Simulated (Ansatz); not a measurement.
Molecular dynamics on a 2×2×1 supercell (16 atoms) of GeSi (wurtzite), relaxed with r2SCAN. Forces come from r2SCAN in the plane-wave code Ansatz: a Nosé-Hoover thermostat at fixed volume, 1700 K, steps of 1 fs. Classical nuclei, no spin polarisation; a few dozen steps show the first response, not equilibrium. The structure comes from a prototype and may be hypothetical.

```yaml
crystal:
  lattice:
    - [7.8128746117, 1.0e-10, 0.0]
    - [-3.9064373059, 6.7661478903, 0.0]
    - [0.0, 0.0, 6.4478110316]
  atoms:
    - { symbol: Ge, position: [0.1666666667, 0.3333333333, 0.0003974037] }
    - { symbol: Ge, position: [0.3333333333, 0.1666666667, 0.5003974037] }
    - { symbol: Si, position: [0.1666666667, 0.3333333333, 0.3746025963] }
    - { symbol: Si, position: [0.3333333333, 0.1666666667, 0.8746025963] }
    - { symbol: Ge, position: [0.1666666667, 0.8333333333, 0.0003974037] }
    - { symbol: Ge, position: [0.3333333333, 0.6666666667, 0.5003974037] }
    - { symbol: Si, position: [0.1666666667, 0.8333333333, 0.3746025963] }
    - { symbol: Si, position: [0.3333333333, 0.6666666667, 0.8746025963] }
    - { symbol: Ge, position: [0.6666666667, 0.3333333333, 0.0003974037] }
    - { symbol: Ge, position: [0.8333333333, 0.1666666667, 0.5003974037] }
    - { symbol: Si, position: [0.6666666667, 0.3333333333, 0.3746025963] }
    - { symbol: Si, position: [0.8333333333, 0.1666666667, 0.8746025963] }
    - { symbol: Ge, position: [0.6666666667, 0.8333333333, 0.0003974037] }
    - { symbol: Ge, position: [0.8333333333, 0.6666666667, 0.5003974037] }
    - { symbol: Si, position: [0.6666666667, 0.8333333333, 0.3746025963] }
    - { symbol: Si, position: [0.8333333333, 0.6666666667, 0.8746025963] }
kpoints:
  mp_grid: { grid: [3, 3, 2] }
hamiltonian:
  xc: r2scan
scf:
  occupations: { method: fermi_dirac, width: 0.146 }
md:
  ensemble: nvt_nose_hoover
  temperature: 1700
  timestep: 1.0
  n_steps: 30
  initial_velocities: maxwell_boltzmann
  seed: 2397
```

Run as `ansatz run input.yaml --threads 4 --pin off --max-ram 3686MiB --backend cpu --events-out ev --progress --plain --runs-dir out`. It took 7.2 min on 4 threads of Arm Neoverse V1 (shared host), load about 0.9 per core; peak host memory 2 GiB.

| step | t (fs) | T (K) | free energy F from step 0 (meV/atom) | kinetic energy (meV/atom) | largest force (eV/Å) |
| --- | --- | --- | --- | --- | --- |
| 0 | 0 | 1700 | 0.0 | 206.0 | 0.01 |
| 1 | 1 | 1695 | 0.6 | 205.4 | 0.21 |
| 2 | 2 | 1681 | 2.3 | 203.7 | 0.42 |
| 3 | 3 | 1658 | 5.2 | 200.9 | 0.63 |
| 4 | 4 | 1625 | 9.0 | 197.0 | 0.83 |
| 5 | 5 | 1585 | 13.9 | 192.1 | 1.04 |
| 6 | 6 | 1538 | 19.7 | 186.4 | 1.24 |
| 7 | 7 | 1484 | 26.2 | 179.8 | 1.43 |
| 8 | 8 | 1425 | 33.4 | 172.7 | 1.62 |
| 9 | 9 | 1362 | 41.1 | 165.0 | 1.79 |
| 10 | 10 | 1295 | 49.2 | 157.0 | 1.96 |
| 11 | 11 | 1227 | 57.5 | 148.7 | 2.12 |
| 12 | 12 | 1159 | 65.8 | 140.4 | 2.26 |
| 13 | 13 | 1091 | 74.1 | 132.2 | 2.39 |
| 14 | 14 | 1025 | 82.1 | 124.3 | 2.51 |
| 15 | 15 | 963 | 89.7 | 116.7 | 2.61 |
| 16 | 16 | 905 | 96.8 | 109.7 | 2.70 |
| 17 | 17 | 852 | 103.3 | 103.3 | 2.76 |
| 18 | 18 | 806 | 109.0 | 97.7 | 2.81 |
| 19 | 19 | 766 | 113.9 | 92.8 | 2.84 |
| 20 | 20 | 733 | 117.9 | 88.9 | 2.86 |
| 21 | 21 | 708 | 121.1 | 85.8 | 2.86 |
| 22 | 22 | 691 | 123.3 | 83.7 | 2.84 |
| 23 | 23 | 681 | 124.6 | 82.5 | 2.81 |
| 24 | 24 | 679 | 125.0 | 82.2 | 2.76 |
| 25 | 25 | 683 | 124.6 | 82.8 | 2.70 |
| 26 | 26 | 694 | 123.4 | 84.1 | 2.63 |
| 27 | 27 | 711 | 121.5 | 86.1 | 2.55 |
| 28 | 28 | 732 | 119.0 | 88.8 | 2.46 |
| 29 | 29 | 758 | 116.1 | 91.9 | 2.36 |
| 30 | 30 | 788 | 112.7 | 95.5 | 2.25 |

The temperature starts at 1700 K, is lowest at step 24 (679 K, 24 fs) and ends at 788 K. The thermostat hasn't had time to restore it. The atoms start on their lattice sites with kinetic energy alone, so much of it first passes into potential energy. By the last step the atoms have moved 0.19 Å in the root mean square, the drift of the whole cell taken out, 0.31 Å at most.

Positions (Å) and forces (eV/Å) at step 30:
```
Ge   0.061   2.253   0.046    -0.854   1.061   0.117
Ge   1.912   1.169   3.144    -1.473  -0.934  -0.687
Si  -0.084   2.426   2.396     0.422  -0.975   0.773
Si   1.750   1.153   5.446     1.479  -1.323   1.057
Ge  -2.129   5.593  -0.068     1.731   0.398  -0.300
Ge   0.106   4.617   3.323     0.114  -0.679  -0.717
Si  -1.742   5.557   2.281    -1.634   0.993   0.747
Si   0.000   4.480   5.641    -0.153   1.053   0.965
Ge   3.679   2.283  -0.084     1.089  -1.588   0.687
Ge   5.839   1.195   3.404     0.167  -0.619  -0.993
Si   3.808   2.114   2.348     1.363   0.782  -0.023
Si   5.927   1.166   5.862    -1.652   0.364  -1.057
Ge   2.049   5.681   0.067    -0.921  -0.787  -0.495
Ge   4.147   4.320   3.174    -1.149   1.132  -0.447
Si   1.985   5.640   2.457     1.953   0.356   0.513
Si   3.882   4.412   5.558    -0.480   0.767  -0.141
```
